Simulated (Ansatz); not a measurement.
Total density of states per atom from plane-wave PAW r²SCAN (Ansatz code), in 0.25 eV bins, energy from the valence-band maximum:

(E (eV), states/eV/atom): (-4.95, 0.00); (-4.70, 0.77); (-4.45, 1.86); (-4.20, 1.40); (-3.95, 0.77); (-3.70, 0.80); (-3.45, 0.00); (-3.20, 0.00); (-2.95, 0.10); (-2.70, 0.69); (-2.45, 1.27); (-2.20, 0.78); (-1.95, 0.79); (-1.70, 0.77); (-1.45, 0.39); (-1.20, 2.00); (-0.95, 0.94); (-0.70, 1.44); (-0.45, 1.88); (-0.20, 2.10); (0.05, 0.45); (0.30, 0.00); (0.55, 0.00); (0.80, 0.00); (1.05, 0.00); (1.30, 0.00); (1.55, 0.00); (1.80, 0.00); (2.05, 0.00); (2.30, 0.00); (2.55, 0.00); (2.80, 0.00); (3.05, 0.00); (3.30, 0.00); (3.55, 0.00); (3.80, 0.00); (4.05, 0.00); (4.30, 0.00); (4.55, 0.00); (4.80, 0.00); (5.05, 0.00); (5.30, 0.00); (5.55, 0.00); (5.80, 0.00); (6.05, 0.00); (6.30, 0.00); (6.55, 0.00); (6.80, 0.00); (7.05, 0.00); (7.30, 0.00); (7.55, 0.00); (7.80, 0.00); (8.05, 0.00); (8.30, 0.01); (8.55, 0.03); (8.80, 0.05); (9.05, 0.08); (9.30, 0.19); (9.55, 0.48); (9.80, 0.60); (10.05, 0.91); (10.30, 0.94); (10.55, 0.54); (10.80, 0.67); (11.05, 0.35); (11.30, 0.34); (11.55, 0.31); (11.80, 0.47)

Task: Pick the material that matches.
A. Cs2LiAlF6, P-3m1 (Cs on 2d, Li on 1a, Al on 1b, F on 6i)
B. ZnF2, Pbcn (Zn on 4c, F on 8d)
C. Li4MoO5, I4 (Li on 8c, Mo on 2a, O on 8c, O on 2a)
D. Cs2PdBr6, Fm-3m (Cs on 8c, Pd on 4a, Br on 24e)

Result: A, Cs2LiAlF6, P-3m1 (Cs on 2d, Li on 1a, Al on 1b, F on 6i). Top 1 eV of the valence band: F 2p 97 %. Bottom 1 eV of the conduction band: Cs 6s 66 %, F 2s 11 %, outside the projected shells 7 %. Projections are on Löwdin-orthogonalised atomic valence shells; empty p or d shells of many metals are not among them.

The workflow started from a Materials Project entry (that database holds measured and hypothetical structures alike); the Crystallography Open Database copy checked does not list it. Its standing as an ambient phase is unchecked. The r²SCAN relaxation kept the symmetry of its start; whether a distortion lowers the energy is not shown. Spin–orbit coupling is left out wherever it is not named.

Potentials: the later of the program's two PAW sets.
